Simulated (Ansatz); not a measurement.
A trial cell of Al2InAs3, before relaxation:

```cif
data_structure
_symmetry_space_group_name_H-M 'P3m1'
_symmetry_Int_Tables_number 156
_cell_length_a 3.9259
_cell_length_b 3.9259
_cell_length_c 9.6164
_cell_angle_alpha 90.000
_cell_angle_beta 90.000
_cell_angle_gamma 120.000
_cell_volume 128.36
loop_
_atom_site_label
_atom_site_type_symbol
_atom_site_symmetry_multiplicity
_atom_site_Wyckoff_symbol
_atom_site_fract_x
_atom_site_fract_y
_atom_site_fract_z
_atom_site_occupancy
Al1 Al 1 a 0.00000 0.00000 0.00000 1
Al2 Al 1 c 0.66667 0.33333 0.33333 1
In1 In 1 b 0.33333 0.66667 0.66667 1
As1 As 1 a 0.00000 0.00000 0.75000 1
As2 As 1 b 0.33333 0.66667 0.41667 1
As3 As 1 c 0.66667 0.33333 0.08333 1
```

Method: DFT PBE, scalar-relativistic, plane waves, PAW (Ansatz 0.2.0). Cutoff 420 eV, Gaussian smearing, Γ-centred meshes. Cell and atoms relax first on a coarse mesh and then on a converged one. In between, the cell is made exact in the group found at 0.06 Å. The steps can't lower the symmetry of their start. No spin polarisation.

A guess keeps its type if space group and coordination stay and the shape of the cell changes little (axis ratios within about 15 %, angles within 6°); the volume may change.

Question: Will the relaxed cell still be of the starting type?

Answer: It keeps its type. The symmetry stays P3m1 (No. 156). The volume per atom grows by 18.7 %, from 21.4 to 25.4 Å³. The shortest distance goes from 2.40 Å (Al–As and In–As) to 2.47 Å (Al–As). The ratio c/a of the conventional cell changes by a factor of 1.00. Counting neighbours within 15 % of an atom's shortest distance, the start has Al 4, As 4, In 4 and the end Al 4, As 4, In 4.

Energies over the elements count from the elements' standard structures at the same level, with no fitted energy shifts.

Question: At what energy does it end?

Answer: −0.377 eV/atom.

The last run used a 6×6×4 mesh (in the run's order of axes) for its 6-atom cell and Gaussian smearing of 0.02 eV. The reference form of As is held partly by dispersion forces, which this level lacks. A structure relaxed within its symmetry needn't be a true minimum. Another cell of Al2InAs3 relaxed alike, in I-4m2, lies 14 meV/atom lower, so this cell isn't the stable form at this level.
